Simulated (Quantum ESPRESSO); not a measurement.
## In4CuTa2Mo (finding a planted mistake in a log)

Computed values, not a measurement. The program is pw.x of Quantum ESPRESSO 7.5 (plane-wave density functional theory). The cell is made up: eight metal atoms on a hexagonal close-packed lattice, with elements, volume, strain and displacements drawn at random and not relaxed, so it may be unstable or far from any real phase. PseudoDojo standard norm-conserving files set the functional (PBE unless stated); there is no spin polarisation or spin-orbit coupling, the Fermi-Dirac width of 0.25 eV means electrons at about 2900 K, and the masses in the input are unused placeholders. The copper pseudopotential is less sure than most, with forces differing by about three percent and pressure by about two GPa from a second method on plain copper. Heavy elements are run without spin-orbit coupling, which real alloys of them have. A spin test at this wide smearing found no moment, but such smearing suppresses magnetism that the real alloy may have.

Intended input:

```
&control calculation='scf', pseudo_dir='./dojo.nc.sr.pbe.v0_5.standard.upf', outdir='./o', disk_io='medium', tprnfor=.true., tstress=.true. /
&system ibrav=0, nat=8, ntyp=4, nbnd=69, ecutwfc=92.02030273, nosym=.true., tot_charge=0,
 occupations='smearing', smearing='fd', degauss=0.0183746611
/
&electrons conv_thr=1.470e-08, electron_maxstep=70, mixing_beta=0.5 /
ATOMIC_SPECIES
Cu 1.0 Cu.upf
In 1.0 In.upf
Mo 1.0 Mo.upf
Ta 1.0 Ta.upf
CELL_PARAMETERS angstrom
0.0146 0.0278 -4.8133
0.0132 5.4427 -0.0308
6.22 0.0152 -0.0187
ATOMIC_POSITIONS angstrom
In 0.0843 -0.0512 0.1005
In 3.24 0.0714 -0.0346
In 1.7311 2.8852 -0.1005
Cu 4.6323 2.6915 -0.1111
Ta -0.0524 1.7378 -2.3997
Ta 3.1148 1.659 -2.4438
Mo 1.6594 4.682 -2.4149
In 4.7127 4.6828 -2.4165
K_POINTS automatic
5 4 4 1 1 1
```

The log is shortened where brackets say so; the opening notice, blank lines, dates and the lines on written files are dropped, and the path of the files is cut. It prints rydbergs, bohrs and kilobars, and counts compression as positive stress. Its total energy is the free energy E - TS of the whole cell.

Log of the intended run:

```
     Program PWSCF v.7.5
     Parallel version (MPI & OpenMP), running on       1 processor cores
     Number of MPI processes:                 1
     Threads/MPI process:                     1
     [start-up lines left out]
     bravais-lattice index     =            0
     lattice parameter (alat)  =       9.0960  a.u.
     unit-cell volume          =    1099.5719 (a.u.)^3
     number of atoms/cell      =            8
     number of atomic types    =            4
     number of electrons       =       111.00
     number of Kohn-Sham states=           69
     kinetic-energy cutoff     =      92.0203  Ry
     charge density cutoff     =     368.0812  Ry
     scf convergence threshold =      1.5E-08
     mixing beta               =       0.5000
     number of iterations used =            8  plain     mixing
     Exchange-correlation= PBE
                           (   1   4   3   4   0   0   0)
     [axes and pseudopotential details left out]
   Cartesian axes
     site n.     atom                  positions (alat units)
         1        In     tau(   1) = (   0.0175136  -0.0106370   0.0208792  )
         2        In     tau(   2) = (   0.6731205   0.0148336  -0.0071883  )
         3        In     tau(   3) = (   0.3596417   0.5994097  -0.0208792  )
         4        Cu     tau(   4) = (   0.9623754   0.5591679  -0.0230814  )
         5        Ta     tau(   5) = (  -0.0108863   0.3610336  -0.4985455  )
         6        Ta     tau(   6) = (   0.6471098   0.3446626  -0.5077074  )
         7        Mo     tau(   7) = (   0.3447457   0.9727007  -0.5017033  )
         8        In     tau(   8) = (   0.9790787   0.9728669  -0.5020357  )
     number of k points=    40  Fermi-Dirac smearing, width (Ry)=  0.0184
                       cart. coord. in units 2pi/alat
        k(    1) = (   0.0961663   0.1097533  -0.0990765), wk =   0.0500000
        k(    2) = (   0.2896339   0.1092874  -0.0984924), wk =   0.0500000
     [further k points left out]
     Dense  grid:   131121 G-vectors     FFT dimensions: (  60,  64,  72)
     Estimated max dynamical RAM per process >     230.65 MB
     Initial potential from superposition of free atoms
     starting charge     110.9808, renormalised to     111.0000
     Starting wfcs are   76 randomized atomic wfcs
     total cpu time spent up to now is       32.6 secs
     per-process dynamical memory:   127.4 Mb
     Self-consistent Calculation
     iteration #  1     ecut=    92.02 Ry     beta= 0.50
     Davidson diagonalization with overlap
     ethr =  1.00E-02,  avg # of iterations =  3.2
     total cpu time spent up to now is      115.9 secs
     total energy              =   -1308.55142788 Ry
     estimated scf accuracy    <       4.73429155 Ry
     iteration #  2     ecut=    92.02 Ry     beta= 0.50
     Davidson diagonalization with overlap
     ethr =  4.27E-03,  avg # of iterations =  3.0
     total cpu time spent up to now is      196.6 secs
     total energy              =   -1310.89364167 Ry
     estimated scf accuracy    <      12.32022426 Ry
     [iterations 3 to 14 left out]
     iteration # 15     ecut=    92.02 Ry     beta= 0.50
     Davidson diagonalization with overlap
     ethr =  2.66E-11,  avg # of iterations =  4.0
     total cpu time spent up to now is     1228.6 secs
     total energy              =   -1311.61203984 Ry
     estimated scf accuracy    <       0.00000002 Ry
     iteration # 16     ecut=    92.02 Ry     beta= 0.50
     Davidson diagonalization with overlap
     ethr =  1.93E-11,  avg # of iterations =  2.0
     total cpu time spent up to now is     1308.9 secs
     End of self-consistent calculation
     [lines on levels left out]
!    total energy              =   -1311.61203984 Ry
     estimated scf accuracy    <          3.6E-09 Ry
     smearing contrib. (-TS)   =      -0.08655157 Ry
     internal energy E=F+TS    =   -1311.52548827 Ry
     The total energy is F=E-TS. E is the sum of the following terms:
     one-electron contribution =    -464.50710377 Ry
     hartree contribution      =     305.14923130 Ry
     xc contribution           =    -286.58568043 Ry
     ewald contribution        =    -865.58193537 Ry
     convergence has been achieved in  16 iterations
     Forces acting on atoms (cartesian axes, Ry/au):
     atom    1 type  2   force =     0.02240132    0.01948517   -0.02605202
     atom    2 type  2   force =    -0.02697065    0.00526063    0.01100142
     atom    3 type  2   force =    -0.01647831   -0.01545337    0.02163644
     atom    4 type  1   force =     0.00781896   -0.01980499    0.00443404
     atom    5 type  4   force =     0.02959789    0.02840915    0.00370606
     atom    6 type  4   force =    -0.01540640    0.04836436   -0.00451679
     atom    7 type  3   force =    -0.01213478    0.02122437   -0.00721774
     atom    8 type  2   force =     0.01117197   -0.08748532   -0.00299141
     Total force =     0.128914     Total SCF correction =     0.000308
     Computing stress (Cartesian axis) and pressure
          total   stress  (Ry/bohr**3)                   (kbar)     P=      -38.76
  -0.00042037  -0.00007446   0.00000626          -61.84      -10.95        0.92
  -0.00007446  -0.00044247   0.00005565          -10.95      -65.09        8.19
   0.00000626   0.00005565   0.00007240            0.92        8.19       10.65
     init_run     :     29.50s CPU     32.33s WALL (       1 calls)
     electrons    :   1214.83s CPU   1276.31s WALL (       1 calls)
     forces       :     13.42s CPU     13.56s WALL (       1 calls)
     stress       :     49.04s CPU     50.69s WALL (       1 calls)
     [timing details left out]
     PWSCF        :  21m47.28s CPU  22m53.91s WALL
     JOB DONE.
```

A second run was made from an input with one planted mistake. Its log:

```
     Program PWSCF v.7.5
     Parallel version (MPI & OpenMP), running on       1 processor cores
     Number of MPI processes:                 1
     Threads/MPI process:                     1
     [start-up lines left out]
     bravais-lattice index     =            0
     lattice parameter (alat)  =       9.0960  a.u.
     unit-cell volume          =    1099.5719 (a.u.)^3
     number of atoms/cell      =            8
     number of atomic types    =            4
     number of electrons       =       111.00
     number of Kohn-Sham states=           69
     kinetic-energy cutoff     =      92.0203  Ry
     charge density cutoff     =     368.0812  Ry
     scf convergence threshold =      1.5E-08
     mixing beta               =       0.5000
     number of iterations used =            8  plain     mixing
     Exchange-correlation= PBE
                           (   1   4   3   4   0   0   0)
     [axes and pseudopotential details left out]
   Cartesian axes
     site n.     atom                  positions (alat units)
         1        Ta     tau(   1) = (   0.0175136  -0.0106370   0.0208792  )
         2        In     tau(   2) = (   0.6731205   0.0148336  -0.0071883  )
         3        In     tau(   3) = (   0.3596417   0.5994097  -0.0208792  )
         4        Cu     tau(   4) = (   0.9623754   0.5591679  -0.0230814  )
         5        In     tau(   5) = (  -0.0108863   0.3610336  -0.4985455  )
         6        Ta     tau(   6) = (   0.6471098   0.3446626  -0.5077074  )
         7        Mo     tau(   7) = (   0.3447457   0.9727007  -0.5017033  )
         8        In     tau(   8) = (   0.9790787   0.9728669  -0.5020357  )
     number of k points=    40  Fermi-Dirac smearing, width (Ry)=  0.0184
                       cart. coord. in units 2pi/alat
        k(    1) = (   0.0961663   0.1097533  -0.0990765), wk =   0.0500000
        k(    2) = (   0.2896339   0.1092874  -0.0984924), wk =   0.0500000
     [further k points left out]
     Dense  grid:   131121 G-vectors     FFT dimensions: (  60,  64,  72)
     Estimated max dynamical RAM per process >     230.65 MB
     Initial potential from superposition of free atoms
     starting charge     110.9808, renormalised to     111.0000
     Starting wfcs are   76 randomized atomic wfcs
     total cpu time spent up to now is       33.5 secs
     per-process dynamical memory:   127.4 Mb
     Self-consistent Calculation
     iteration #  1     ecut=    92.02 Ry     beta= 0.50
     Davidson diagonalization with overlap
     ethr =  1.00E-02,  avg # of iterations =  3.1
     total cpu time spent up to now is      122.1 secs
     total energy              =   -1308.28664329 Ry
     estimated scf accuracy    <       5.05571514 Ry
     iteration #  2     ecut=    92.02 Ry     beta= 0.50
     Davidson diagonalization with overlap
     ethr =  4.55E-03,  avg # of iterations =  3.0
     total cpu time spent up to now is      196.0 secs
     total energy              =   -1310.76832511 Ry
     estimated scf accuracy    <      13.55261271 Ry
     [iterations 3 to 14 left out]
     iteration # 15     ecut=    92.02 Ry     beta= 0.50
     Davidson diagonalization with overlap
     ethr =  2.57E-10,  avg # of iterations =  2.0
     total cpu time spent up to now is     1045.7 secs
     total energy              =   -1311.59626782 Ry
     estimated scf accuracy    <       0.00000003 Ry
     iteration # 16     ecut=    92.02 Ry     beta= 0.50
     Davidson diagonalization with overlap
     ethr =  2.91E-11,  avg # of iterations =  2.2
     total cpu time spent up to now is     1102.3 secs
     End of self-consistent calculation
     [lines on levels left out]
!    total energy              =   -1311.59626782 Ry
     estimated scf accuracy    <          1.7E-09 Ry
     smearing contrib. (-TS)   =      -0.08461659 Ry
     internal energy E=F+TS    =   -1311.51165123 Ry
     The total energy is F=E-TS. E is the sum of the following terms:
     one-electron contribution =    -464.65770053 Ry
     hartree contribution      =     305.36259276 Ry
     xc contribution           =    -286.63460809 Ry
     ewald contribution        =    -865.58193537 Ry
     convergence has been achieved in  16 iterations
     Forces acting on atoms (cartesian axes, Ry/au):
     atom    1 type  4   force =     0.05266898   -0.00415064   -0.01278682
     atom    2 type  2   force =    -0.01578794   -0.00048202    0.01172632
     atom    3 type  2   force =    -0.01207478   -0.00055936    0.02049945
     atom    4 type  1   force =     0.01100917   -0.00757989    0.00316006
     atom    5 type  2   force =     0.01387703    0.03777544    0.00427688
     atom    6 type  4   force =    -0.03086895    0.04093325   -0.00751591
     atom    7 type  3   force =    -0.02916106    0.01994809   -0.01647012
     atom    8 type  2   force =     0.01033755   -0.08588487   -0.00288985
     Total force =     0.132025     Total SCF correction =     0.000164
     Computing stress (Cartesian axis) and pressure
          total   stress  (Ry/bohr**3)                   (kbar)     P=      -41.29
  -0.00055382   0.00000473  -0.00001499          -81.47        0.70       -2.20
   0.00000473  -0.00015193   0.00003819            0.70      -22.35        5.62
  -0.00001499   0.00003819  -0.00013623           -2.20        5.62      -20.04
     init_run     :     31.13s CPU     33.30s WALL (       1 calls)
     electrons    :   1005.21s CPU   1068.83s WALL (       1 calls)
     forces       :      8.96s CPU      9.06s WALL (       1 calls)
     stress       :     36.07s CPU     37.33s WALL (       1 calls)
     [timing details left out]
     PWSCF        :  18m 1.74s CPU  19m 9.82s WALL
     JOB DONE.
```

Question: the log repeats what the program read. Compare it with the intended run: what was wrong in the second input?

Answer: two atoms have their elements exchanged. The input lines that differ:

```
- In 0.0843 -0.0512 0.1005
+ Ta 0.0843 -0.0512 0.1005
- Ta -0.0524 1.7378 -2.3997
+ In -0.0524 1.7378 -2.3997
```

|  | intended run | run with the mistake |
| --- | --- | --- |
| free energy (eV) | -17845.391 | -17845.176 |
| entropy term -TS, part of it (eV) | -1.178 | -1.151 |
| pressure (GPa) | -3.88 | -4.13 |
| size of the largest force component (eV/Å) | 2.249 | 2.208 |
| largest change of a force component (eV/Å) |  | 0.778 |
| iterations | 16 | 16 |

For scale, a rerun of the intended cell at a higher cutoff and on a denser mesh moved values by no more than 0.002 eV in energy, 0.06 GPa in stress and 0.012 eV/Å in force, and a second program with other atomic files agreed on that cell to 2 % rms in force and 0.5 GPa in pressure.